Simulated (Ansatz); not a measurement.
Starting structure of a cell relaxation (symmetry kept):

```
Ti Pd
1.0
     3.17577    0.00000    0.00000
     0.00000    3.17577    0.00000
     0.00000    0.00000    3.17577
Ti Pd
1 1
Direct
  0.50000 0.50000 0.50000
  0.00000 0.00000 0.00000
```

Level of theory: DFT PBEsol, scalar-relativistic, plane waves, PAW in Ansatz 0.2.0.

Cutoff 420 eV; k points 14×14×14 on the computed 2-atom cell (Γ-centred); Gaussian smearing, width 0.10 eV; no spin polarisation.

**Question.** What does it relax to?

**Answer.** The volume goes down by 0.65 Å³/atom to 15.36 Å³/atom, and the energy falls by 13.7 meV/atom. Final structure:
Space group Pm-3m (No. 221). a = 3.132 Å, b = 3.132 Å, c = 3.132 Å, α = 90.00°, β = 90.00°, γ = 90.00°
```
atom site symmetry x y z
  Ti    1b m-3m  0.5000  0.5000  0.5000
  Pd    1a m-3m  0.0000  0.0000  0.0000
```

Cost: 1 run of about 0.24 core-minutes, on Intel Xeon Platinum 8488C (Sapphire Rapids) (shared hosts).